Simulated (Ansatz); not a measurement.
ZrO2 in space group Pca2_1 (No. 29; Zr on 4a, O on 4a, O on 4a), PBEsol (plane waves, PAW; program Ansatz), all energies at zero smearing, with the estimated change up to a 700 eV cutoff added, with one set of potentials and settings (totals compare only within such a set). Cell of 12 atoms (4 Zr, 8 O): -21022.930 eV.

```csv
element,reference phase,E (eV/atom)
Zr,"P6/mmm, 3 atoms in the cell",-4128.6456
O,"C2/m, 4 atoms in the cell, spin-polarised",-558.3554
```

Formation energy per atom, worked out: (-21022.930 − 4×(-4128.6456) − 8×(-558.3554))/12 = -3.459 eV/atom (-334 kJ per mol of atoms), at 0 K, without zero-point energy or fitted corrections.

The cell was relaxed with PBEsol under the symmetry of its start. No spin polarisation was allowed. The references are the lowest solids computed at this level, not always the standard phases (solids in place of the gases).

Potentials: the later of the program's two PAW sets.
